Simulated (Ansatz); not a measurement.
Problem. Each is relaxed and computed with DFT-PBEsol in the program Ansatz with PAW potentials. Which is the only metal?
(A) Ga2AsP, R3m (Ga on 3a, Ga on 3a, P on 3a, As on 3a)
(B) GaN, P4_2/mnm (Ga on 4g, N on 4f)
(C) Al3GaN4, P-43m (Al on 3c, Ga on 1a, N on 4e)
(D) GaAs, NiAs type

Solution. D, GaAs, NiAs type. GaAs: metal; Ga2AsP: gap 0.96 eV (direct); GaN: gap 1.87 eV; Al3GaN4: gap 3.32 eV. Typed or built starts, not in the databases checked: GaAs, NiAs type; GaN, P4_2/mnm (Ga on 4g, N on 4f). Not the usual ambient phase: GaAs, NiAs type; GaN, P4_2/mnm (Ga on 4g, N on 4f). Standing as an ambient phase not checked: Ga2AsP, R3m (Ga on 3a, Ga on 3a, P on 3a, As on 3a); Al3GaN4, P-43m (Al on 3c, Ga on 1a, N on 4e). Perhaps ordered models of mixed-site phases: Ga2AsP, R3m (Ga on 3a, Ga on 3a, P on 3a, As on 3a); Al3GaN4, P-43m (Al on 3c, Ga on 1a, N on 4e). All cells were relaxed under the symmetry of their starts (and spin orders); stability against distortions was not tested throughout. Scalar-relativistic: spin–orbit coupling is off unless named, which matters more the heavier the elements.

Potentials: the later of the program's two PAW sets.
